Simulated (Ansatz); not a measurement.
# Two states of YNi$_{2}$Br$_{2}$

```
CELL_PARAMETERS angstrom
0.00000 4.32954 0.00000
4.32954 0.00000 0.00000
2.16477 2.16477 -5.26608
ATOMIC_POSITIONS crystal
Y 0.00000 0.00000 0.00000
Br 0.37500 0.37500 0.25000
Br 0.62500 0.62500 0.75000
Ni 0.75000 0.25000 0.50000
Ni 0.25000 0.75000 0.50000
```

Level: r2SCAN, with U_eff = 6.53 eV on Ni d (all-electron-ortho-atomic projectors); 500 eV; 5×5×5 Γ-centred mesh; fermi-dirac occupations (width 0.1 eV); Ansatz 0.2.0, fixed geometry.

State A: Ni4 along (-0.48, -0.83, 0.29), Ni5 along (-0.48, -0.83, 0.29) (spinors with spin-orbit coupling). State B: Ni4 along (0.36, 0.36, -0.86), Ni5 along (0.36, 0.36, -0.86) (spinors with spin-orbit coupling).

**Question.** Which state is lower, and how do they differ?

**Answer.** They are level within 1 meV an atom.

```
state  free energy (meV/atom)  largest moment in a small sphere (μB)  net moment (μB/cell)  gap on mesh (eV)  pressure (GPa)  largest force (eV/Å)
    A                     0.0                                   0.91                  1.54             metal             9.5                  2.28
    B                     0.7                                   0.91                  1.51             metal             9.5                  2.29
```

Origin: a known structure type with other elements, at an estimated volume, so it need not be a known compound. Caveats: another magnetic order, which this cell may not hold, can open a gap; the k mesh is coarse if the cell is a metal; atoms or cell far from equilibrium; the state breaks the symmetry of the cell.
